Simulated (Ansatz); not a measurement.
**CuF, a known structure type with other elements, at an estimated volume**

```xyz
8
Lattice="1.5736 2.7256 0.0000 -1.5736 2.7256 0.0000 0.0000 0.0000 13.1561" Properties=species:S:1:pos:R:3 pbc="T T T"
Cu    0.0000    1.8170    2.0655
Cu    0.0000    3.6341    8.6436
Cu    0.0000    1.8170    4.5126
Cu    0.0000    3.6341   11.0906
F     0.0000    1.8170    7.9200
F     0.0000    3.6341    1.3419
F     0.0000    1.8170   11.8142
F     0.0000    3.6341    5.2361
```

Method: PBE, no spin polarisation; PAW, plane waves to 420 eV, 12×12×3 Γ-centred mesh, gaussian occupations (width 0.0355 eV) (Ansatz 0.2.0), atoms fixed.

(1) Describe some of the short contacts.

(2) Metal or insulator?

(3) Is it stable against the elements?

(4) Is the cell too large or too small?

Origin: a known structure type with other elements, at an estimated volume, so it need not be a known compound. Caveats: many states at the Fermi level without spin polarisation, so a magnetic state may lie lower.

Results:

(1) Cu–F at 1.96 Å: least valence density 0.55 e/Å³ and ELF 0.11 there. Both are smooth PAW fields, read partly inside the augmentation spheres.

(2) It is a metal on this mesh, though the bands barely overlap, with about 9.4 states/eV a cell as the mean within 0.25 eV of the Fermi level, mostly Cu d (79 %) and F p (16 %).

(3) -0.76 eV an atom against the elements' usual phases (free molecules for gases, crystals otherwise, with no correction for O₂ or N₂), so it is bound against them; other compounds may still compete. Relaxing would lower it.

(4) The pressure is 7.2 GPa (compression positive), so with the atoms held at these fractions the cell would first expand. The principal stresses 3.3, 9.2, 9.2 GPa differ, so its shape would change too.
